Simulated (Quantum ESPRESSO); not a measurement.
## MgGa2TiO6 (input and log of a self-consistent run)

Simulated, not a measurement. The program is pw.x of Quantum ESPRESSO 7.5 (plane-wave density functional theory). The cell is made up: 10 atoms on a corundum lattice, with randomly drawn elements, strain and displacements, not relaxed. PseudoDojo standard norm-conserving files (v0.5 for PBE, v0.4.1 for LDA and PBEsol) set the functional; there is no spin polarisation, spin-orbit coupling or dispersion term, and the masses in the input are unused placeholders. A spin-polarised start on this cell or one of its family kept no moment above 0.05 Bohr magneton at the same smearing; a narrower smearing was not tried.

Input:

```
&control calculation='scf', pseudo_dir='./dojo.nc.sr.pbe.v0_5.standard.upf', outdir='./o', disk_io='low', tprnfor=.true., tstress=.true. /
&system ibrav=0, nat=10, ntyp=4, nbnd=48, ecutwfc=105.61755193, nosym=.true., tot_charge=0,
 occupations='smearing', smearing='fd', degauss=0.0018374661
/
&electrons conv_thr=7.350e-09, electron_maxstep=60, /
ATOMIC_SPECIES
Ga 1.0 Ga.upf
Mg 1.0 Mg.upf
O 1.0 O.upf
Ti 1.0 Ti.upf
CELL_PARAMETERS angstrom
2.5094 1.3876 4.5143
-2.5039 1.3574 4.5209
-0.0234 -2.9422 4.5809
ATOMIC_POSITIONS angstrom
Mg -0.0173 -0.0648 4.7815
Ga -0.0517 -0.0206 2.0187
Ti -0.0213 -0.1164 8.8069
Ga 0.0224 -0.1759 11.6102
O -0.9829 1.3254 7.9201
O -0.7936 -1.6646 7.9688
O 1.7329 0.0237 7.9457
O 0.9754 -1.5114 5.7261
O 0.7439 1.4755 5.6525
O -1.7379 -0.1866 5.7082
K_POINTS automatic
7 7 7 1 1 1
```

The log is shortened where brackets say so; the opening notice, blank lines, dates and the lines on written files are dropped, and the path of the files is cut. It prints rydbergs, bohrs and kilobars, and counts compression as positive stress. With no partly filled state, the Fermi energy that it prints is only some level between the filled and the empty states on the mesh, and need not lie in the true gap.

```
     Program PWSCF v.7.5
     Parallel version (MPI & OpenMP), running on       4 processor cores
     Number of MPI processes:                 4
     Threads/MPI process:                     1
     [start-up lines left out]
     bravais-lattice index     =            0
     lattice parameter (alat)  =      10.1063  a.u.
     unit-cell volume          =     662.3592 (a.u.)^3
     number of atoms/cell      =           10
     number of atomic types    =            4
     number of electrons       =        84.00
     number of Kohn-Sham states=           48
     kinetic-energy cutoff     =     105.6176  Ry
     charge density cutoff     =     422.4702  Ry
     scf convergence threshold =      7.3E-09
     mixing beta               =       0.7000
     number of iterations used =            8  plain     mixing
     Exchange-correlation= PBE
                           (   1   4   3   4   0   0   0)
     [axes and pseudopotential details left out]
   Cartesian axes
     site n.     atom                  positions (alat units)
         1        Mg     tau(   1) = (  -0.0032348  -0.0121166   0.8940675  )
         2        Ga     tau(   2) = (  -0.0096671  -0.0038519   0.3774661  )
         3        Ti     tau(   3) = (  -0.0039828  -0.0217650   1.6467559  )
         4        Ga     tau(   4) = (   0.0041885  -0.0328906   2.1709302  )
         5        O      tau(   5) = (  -0.1837873   0.2478296   1.4809378  )
         6        O      tau(   6) = (  -0.1483911  -0.3112548   1.4900440  )
         7        O      tau(   7) = (   0.3240258   0.0044315   1.4857246  )
         8        O      tau(   8) = (   0.1823849  -0.2826087   1.0706933  )
         9        O      tau(   9) = (   0.1390979   0.2758960   1.0569312  )
        10        O      tau(  10) = (  -0.3249608  -0.0348914   1.0673463  )
     number of k points=   172  Fermi-Dirac smearing, width (Ry)=  0.0018
     Number of k-points >= 100: set verbosity='high' to print them.
     Dense  grid:    97083 G-vectors     FFT dimensions: (  72,  72,  72)
     Estimated max dynamical RAM per process >     534.77 MB
     Estimated total dynamical RAM >       2.02 GB
     Initial potential from superposition of free atoms
     starting charge      83.9922, renormalised to      84.0000
     Starting wfcs are   57 randomized atomic wfcs
     total cpu time spent up to now is       31.5 secs
     per-process dynamical memory:   487.5 Mb
     Self-consistent Calculation
     iteration #  1     ecut=   105.62 Ry     beta= 0.70
     Davidson diagonalization with overlap
     ethr =  1.00E-02,  avg # of iterations =  2.0
     total cpu time spent up to now is      102.4 secs
     total energy              =    -741.07369455 Ry
     estimated scf accuracy    <       3.00212978 Ry
     iteration #  2     ecut=   105.62 Ry     beta= 0.70
     Davidson diagonalization with overlap
     ethr =  3.57E-03,  avg # of iterations =  3.4
     total cpu time spent up to now is      186.5 secs
     total energy              =    -737.07841781 Ry
     estimated scf accuracy    <      35.68568807 Ry
     iteration #  3     ecut=   105.62 Ry     beta= 0.70
     Davidson diagonalization with overlap
     ethr =  3.57E-03,  avg # of iterations =  5.7
     total cpu time spent up to now is      267.6 secs
     total energy              =    -742.55543073 Ry
     estimated scf accuracy    <       1.64289314 Ry
     iteration #  4     ecut=   105.62 Ry     beta= 0.70
     Davidson diagonalization with overlap
     ethr =  1.96E-03,  avg # of iterations =  2.0
     total cpu time spent up to now is      333.3 secs
     total energy              =    -742.59335339 Ry
     estimated scf accuracy    <       0.54232129 Ry
     iteration #  5     ecut=   105.62 Ry     beta= 0.70
     Davidson diagonalization with overlap
     ethr =  6.46E-04,  avg # of iterations =  4.4
     total cpu time spent up to now is      400.4 secs
     total energy              =    -742.56284218 Ry
     estimated scf accuracy    <       0.21356323 Ry
     [iterations 6 to 9 left out]
     iteration # 10     ecut=   105.62 Ry     beta= 0.70
     Davidson diagonalization with overlap
     ethr =  3.79E-07,  avg # of iterations =  1.0
     total cpu time spent up to now is      734.7 secs
     total energy              =    -742.57635506 Ry
     estimated scf accuracy    <       0.00005738 Ry
     iteration # 11     ecut=   105.62 Ry     beta= 0.70
     Davidson diagonalization with overlap
     ethr =  6.83E-08,  avg # of iterations =  1.6
     total cpu time spent up to now is      795.0 secs
     total energy              =    -742.57636161 Ry
     estimated scf accuracy    <       0.00000149 Ry
     iteration # 12     ecut=   105.62 Ry     beta= 0.70
     Davidson diagonalization with overlap
     ethr =  1.77E-09,  avg # of iterations =  4.5
     total cpu time spent up to now is      871.4 secs
     total energy              =    -742.57636227 Ry
     estimated scf accuracy    <       0.00000067 Ry
     iteration # 13     ecut=   105.62 Ry     beta= 0.70
     Davidson diagonalization with overlap
     ethr =  7.95E-10,  avg # of iterations =  2.0
     total cpu time spent up to now is      931.7 secs
     total energy              =    -742.57636239 Ry
     estimated scf accuracy    <       0.00000006 Ry
     iteration # 14     ecut=   105.62 Ry     beta= 0.70
     Davidson diagonalization with overlap
     ethr =  7.30E-11,  avg # of iterations =  2.2
     total cpu time spent up to now is      991.9 secs
     End of self-consistent calculation
     Number of k-points >= 100: set verbosity='high' to print the bands.
     the Fermi energy is    10.5956 ev
!    total energy              =    -742.57636240 Ry
     estimated scf accuracy    <          6.8E-09 Ry
     smearing contrib. (-TS)   =       0.00000000 Ry
     internal energy E=F+TS    =    -742.57636240 Ry
     The total energy is F=E-TS. E is the sum of the following terms:
     one-electron contribution =    -249.92637075 Ry
     hartree contribution      =     184.10722768 Ry
     xc contribution           =    -168.06801259 Ry
     ewald contribution        =    -508.68920673 Ry
     convergence has been achieved in  14 iterations
     Forces acting on atoms (cartesian axes, Ry/au):
     atom    1 type  2   force =     0.00155208   -0.01058383    0.03163527
     atom    2 type  1   force =     0.03035819    0.00184793   -0.04634638
     atom    3 type  4   force =    -0.00130344    0.02475142    0.01354891
     atom    4 type  1   force =    -0.03926852    0.00359855   -0.01670573
     atom    5 type  3   force =     0.04228387   -0.02795478    0.01253624
     atom    6 type  3   force =     0.00733954    0.02858889    0.00430733
     atom    7 type  3   force =    -0.04280551   -0.02016718    0.00577165
     atom    8 type  3   force =     0.01846459   -0.02205654   -0.00771197
     atom    9 type  3   force =     0.02515768    0.04686319    0.00939534
     atom   10 type  3   force =    -0.04177848   -0.02488765   -0.00643067
     Total force =     0.137547     Total SCF correction =     0.000145
     Computing stress (Cartesian axis) and pressure
          total   stress  (Ry/bohr**3)                   (kbar)     P=       65.71
   0.00047115  -0.00011358   0.00007934           69.31      -16.71       11.67
  -0.00011358   0.00047489   0.00024960          -16.71       69.86       36.72
   0.00007934   0.00024960   0.00039398           11.67       36.72       57.96
     init_run     :     30.22s CPU     31.22s WALL (       1 calls)
     electrons    :    955.06s CPU    960.47s WALL (       1 calls)
     forces       :      5.98s CPU      6.04s WALL (       1 calls)
     stress       :     21.27s CPU     21.32s WALL (       1 calls)
     [timing details left out]
     PWSCF        :  16m53.01s CPU  16m59.77s WALL
     JOB DONE.
```

In other units: free energy -10103.266 eV for the cell, pressure 6.57 GPa, largest force component 1.205 eV/Å. This run is the check on a run of the same cell at a cutoff of 1143 eV and k mesh 5 x 5 x 5: rerunning at a cutoff of 1437 eV and k mesh 7 x 7 x 7 moved values by no more than 0.004 eV in energy, 0.04 GPa in stress and 0.003 eV/Å in force.